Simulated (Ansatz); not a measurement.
# Ba: computed property card

Ba:
```
CELL_PARAMETERS angstrom
      0.00000     3.22598     3.22598
      3.22598     0.00000     3.22598
      3.22598     3.22598     0.00000
ATOMIC_POSITIONS crystal
  Ba 0.00000 0.00000 0.00000
```

Space group Fm-3m (No. 225), fcc (Cu type); conventional cell a = b = c = 6.4520 Å, α = β = γ = 90.00°.

Method: plane-wave PAW r²SCAN (Ansatz code). Geometry: relaxed at this level of theory. Other levels are named where they apply.

### Cell and energy

- Volume per atom: 67.14 Å³
- Density: 3.40 g/cm³

### Electronic structure

Electronic character: metallic (no gap)
Density of states at the Fermi level: 1.0 states/eV per atom (mean over ±0.08 eV)
Gap with spin–orbit coupling: none (metallic)

### Mechanics

- Bulk modulus (Birch–Murnaghan fit): 7.5 GPa
- Pressure derivative B′: 2.1
- Elastic constants (relaxed ions, GPa): C11 = 6.5, C12 = 8.2, C44 = 8.0
- Mechanical stability: unstable (C has a negative eigenvalue)

### Phonons

- Dynamical stability on the path: stable (no imaginary branch)
- Zero-point energy: 8.5 meV/atom
- Vibrational entropy at 300 K: 64.2 J/(K·mol of atoms)

The cell is a constructed one: a structure type filled with these elements; the Crystallography Open Database copy checked does not list it. It is not the phase usual at ambient conditions (space group No. 229). The cell was relaxed with r²SCAN under the symmetry of its start. As this level gives no gap, shear constants depend on the k-mesh and smearing (Fermi–Dirac, 0.1 eV here). As this level gives no gap, phonon frequencies hold no LO–TO term and depend on the k-mesh and smearing (Fermi–Dirac, 0.1 eV here). Spin–orbit coupling is left out wherever it is not named.

Potentials: the later of the program's two PAW sets.
